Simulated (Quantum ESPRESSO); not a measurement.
W3TaSe5ClS2, input and log of a self-consistent run

Simulated, not a measurement. The program is pw.x of Quantum ESPRESSO 7.5 (plane-wave density functional theory). The cell is made up: 12 atoms on a layered 2H lattice, with randomly drawn elements, strain and displacements, not relaxed. PseudoDojo standard norm-conserving files (v0.5 for PBE, v0.4.1 for LDA and PBEsol) set the functional; there is no spin polarisation, spin-orbit coupling or dispersion term, and the masses in the input are unused placeholders.

Input:

```
&control calculation='scf', pseudo_dir='./dojo.nc.sr.pbe.v0_5.standard.upf', outdir='./o', disk_io='low', tprnfor=.true., tstress=.true. /
&system ibrav=0, nat=12, ntyp=5, nbnd=83, ecutwfc=107.82251126, nosym=.true., tot_charge=0,
 occupations='smearing', smearing='fd', degauss=0.0018374661
/
&electrons conv_thr=7.350e-09, electron_maxstep=60, /
ATOMIC_SPECIES
Cl 1.0 Cl.upf
S 1.0 S.upf
Se 1.0 Se.upf
Ta 1.0 Ta.upf
W 1.0 W.upf
CELL_PARAMETERS angstrom
3.3238 0.0 0.0
0.0 5.7569 0.0
0.0 0.0 13.2799
ATOMIC_POSITIONS angstrom
W -0.0139 1.9082 3.3622
W 1.5826 0.9412 10.0188
Ta 1.6674 4.7124 3.316
W -0.0002 3.8205 9.9581
Se -0.0245 1.8988 8.2609
Se -0.0712 1.9445 11.6055
Cl 1.6543 1.0484 1.7044
Se 1.6242 0.9985 5.0534
S 1.6157 4.766 8.2589
S 1.7271 4.8358 11.6151
Se 0.0525 3.8611 1.675
Se 0.0957 3.856 4.9281
K_POINTS automatic
9 6 4 1 1 1
```

The log is shortened where brackets say so; the opening notice, blank lines, dates and the lines on written files are dropped, and the path of the files is cut. It prints rydbergs, bohrs and kilobars, and counts compression as positive stress. With no partly filled state, the Fermi energy that it prints is only some level between the filled and the empty states on the mesh, and need not lie in the true gap.

```
     Program PWSCF v.7.5
     Parallel version (MPI & OpenMP), running on       4 processor cores
     Number of MPI processes:                 4
     Threads/MPI process:                     1
     [start-up lines left out]
     bravais-lattice index     =            0
     lattice parameter (alat)  =       6.2811  a.u.
     unit-cell volume          =    1714.8059 (a.u.)^3
     number of atoms/cell      =           12
     number of atomic types    =            5
     number of electrons       =       154.00
     number of Kohn-Sham states=           83
     kinetic-energy cutoff     =     107.8225  Ry
     charge density cutoff     =     431.2900  Ry
     scf convergence threshold =      7.3E-09
     mixing beta               =       0.7000
     number of iterations used =            8  plain     mixing
     Exchange-correlation= PBE
                           (   1   4   3   4   0   0   0)
     [axes and pseudopotential details left out]
   Cartesian axes
     site n.     atom                  positions (alat units)
         1        W      tau(   1) = (  -0.0041820   0.5741019   1.0115530  )
         2        W      tau(   2) = (   0.4761418   0.2831699   3.0142608  )
         3        Ta     tau(   3) = (   0.5016547   1.4177748   0.9976533  )
         4        W      tau(   4) = (  -0.0000602   1.1494374   2.9959986  )
         5        Se     tau(   5) = (  -0.0073711   0.5712738   2.4853782  )
         6        Se     tau(   6) = (  -0.0214213   0.5850232   3.4916361  )
         7        Cl     tau(   7) = (   0.4977135   0.3154221   0.5127866  )
         8        Se     tau(   8) = (   0.4886576   0.3004092   1.5203683  )
         9        S      tau(   9) = (   0.4861002   1.4339010   2.4847765  )
        10        S      tau(  10) = (   0.5196161   1.4549010   3.4945243  )
        11        Se     tau(  11) = (   0.0157952   1.1616523   0.5039413  )
        12        Se     tau(  12) = (   0.0287923   1.1601179   1.4826704  )
     number of k points=   108  Fermi-Dirac smearing, width (Ry)=  0.0018
     Number of k-points >= 100: set verbosity='high' to print them.
     Dense  grid:   259407 G-vectors     FFT dimensions: (  45,  72, 180)
     Estimated max dynamical RAM per process >       1.61 GB
     Estimated total dynamical RAM >       6.26 GB
     Initial potential from superposition of free atoms
     starting charge     153.9971, renormalised to     154.0000
     Starting wfcs are   97 randomized atomic wfcs
     total cpu time spent up to now is       46.5 secs
     per-process dynamical memory:  1446.9 Mb
     Self-consistent Calculation
     iteration #  1     ecut=   107.82 Ry     beta= 0.70
     Davidson diagonalization with overlap
     ethr =  1.00E-02,  avg # of iterations =  2.0
     Threshold (ethr) on eigenvalues was too large:
     Diagonalizing with lowered threshold
     Davidson diagonalization with overlap
     ethr =  2.29E-04,  avg # of iterations =  4.0
     total cpu time spent up to now is      306.0 secs
     total energy              =   -1874.86844991 Ry
     estimated scf accuracy    <       0.41156811 Ry
     iteration #  2     ecut=   107.82 Ry     beta= 0.70
     Davidson diagonalization with overlap
     ethr =  2.67E-04,  avg # of iterations = 13.4
     total cpu time spent up to now is      487.3 secs
     total energy              =   -1874.58571498 Ry
     estimated scf accuracy    <       2.31539418 Ry
     iteration #  3     ecut=   107.82 Ry     beta= 0.70
     Davidson diagonalization with overlap
     ethr =  2.67E-04,  avg # of iterations = 12.3
     total cpu time spent up to now is      671.2 secs
     total energy              =   -1874.93029120 Ry
     estimated scf accuracy    <       0.75323324 Ry
     iteration #  4     ecut=   107.82 Ry     beta= 0.70
     Davidson diagonalization with overlap
     ethr =  2.67E-04,  avg # of iterations =  3.5
     total cpu time spent up to now is      792.9 secs
     total energy              =   -1874.99585156 Ry
     estimated scf accuracy    <       0.25879898 Ry
     iteration #  5     ecut=   107.82 Ry     beta= 0.70
     Davidson diagonalization with overlap
     c_bands:  1 eigenvalues not converged
     ethr =  1.68E-04,  avg # of iterations =  5.3
     total cpu time spent up to now is      916.7 secs
     total energy              =   -1875.02481388 Ry
     estimated scf accuracy    <       0.01490970 Ry
     [iterations 6 to 13 left out]
     iteration # 14     ecut=   107.82 Ry     beta= 0.70
     Davidson diagonalization with overlap
     ethr =  1.92E-09,  avg # of iterations =  5.0
     total cpu time spent up to now is     2162.5 secs
     total energy              =   -1875.03075551 Ry
     estimated scf accuracy    <       0.00000063 Ry
     iteration # 15     ecut=   107.82 Ry     beta= 0.70
     Davidson diagonalization with overlap
     ethr =  4.08E-10,  avg # of iterations =  4.5
     total cpu time spent up to now is     2276.9 secs
     total energy              =   -1875.03075560 Ry
     estimated scf accuracy    <       0.00000003 Ry
     iteration # 16     ecut=   107.82 Ry     beta= 0.70
     Davidson diagonalization with overlap
     ethr =  1.83E-11,  avg # of iterations =  7.5
     total cpu time spent up to now is     2434.4 secs
     total energy              =   -1875.03075561 Ry
     estimated scf accuracy    <       0.00000004 Ry
     iteration # 17     ecut=   107.82 Ry     beta= 0.70
     Davidson diagonalization with overlap
     ethr =  1.83E-11,  avg # of iterations =  4.6
     total cpu time spent up to now is     2549.9 secs
     total energy              =   -1875.03075562 Ry
     estimated scf accuracy    <       0.00000002 Ry
     iteration # 18     ecut=   107.82 Ry     beta= 0.70
     Davidson diagonalization with overlap
     ethr =  1.41E-11,  avg # of iterations =  2.3
     total cpu time spent up to now is     2650.6 secs
     End of self-consistent calculation
     Number of k-points >= 100: set verbosity='high' to print the bands.
     the Fermi energy is    11.7727 ev
!    total energy              =   -1875.03075562 Ry
     estimated scf accuracy    <          4.8E-09 Ry
     smearing contrib. (-TS)   =      -0.00000000 Ry
     internal energy E=F+TS    =   -1875.03075561 Ry
     The total energy is F=E-TS. E is the sum of the following terms:
     one-electron contribution =   -1086.14552471 Ry
     hartree contribution      =     588.35029516 Ry
     xc contribution           =    -392.67884753 Ry
     ewald contribution        =    -984.55667854 Ry
     convergence has been achieved in  18 iterations
     Forces acting on atoms (cartesian axes, Ry/au):
     atom    1 type  5   force =     0.00099698    0.00878200   -0.02484584
     atom    2 type  5   force =     0.02974624   -0.04458077   -0.07412608
     atom    3 type  4   force =     0.04736800    0.11577635   -0.01435753
     atom    4 type  5   force =    -0.00390135    0.07173862   -0.02810448
     atom    5 type  3   force =    -0.01438146   -0.00287156    0.03256020
     atom    6 type  3   force =     0.00148678   -0.00278724    0.03489687
     atom    7 type  1   force =     0.00042385   -0.02654047    0.02091280
     atom    8 type  3   force =     0.01151236   -0.01670657   -0.01813284
     atom    9 type  2   force =     0.00888739    0.00207023    0.10228034
     atom   10 type  2   force =    -0.02149819   -0.02314339   -0.06619953
     atom   11 type  3   force =    -0.01945062   -0.04016357   -0.06174685
     atom   12 type  3   force =    -0.04118997   -0.04157361    0.09686295
     Total force =     0.264177     Total SCF correction =     0.000552
     Computing stress (Cartesian axis) and pressure
          total   stress  (Ry/bohr**3)                   (kbar)     P=      -11.36
  -0.00004215   0.00001306  -0.00003912           -6.20        1.92       -5.75
   0.00001306  -0.00017233  -0.00003052            1.92      -25.35       -4.49
  -0.00003912  -0.00003052  -0.00001714           -5.75       -4.49       -2.52
     init_run     :     44.86s CPU     46.35s WALL (       1 calls)
     electrons    :   2564.30s CPU   2604.15s WALL (       1 calls)
     forces       :     22.43s CPU     22.49s WALL (       1 calls)
     stress       :     76.85s CPU     78.37s WALL (       1 calls)
     [timing details left out]
     PWSCF        :  45m 8.97s CPU  45m52.37s WALL
     JOB DONE.
```

In other units: free energy -25511.093 eV for the cell, pressure -1.14 GPa, largest force component 2.977 eV/Å. This run is the check on a run of the same cell at a cutoff of 1170 eV and k mesh 7 x 4 x 2: rerunning at a cutoff of 1467 eV and k mesh 9 x 6 x 4 moved values by no more than 0.004 eV in energy, 0.03 GPa in stress and 0.005 eV/Å in force.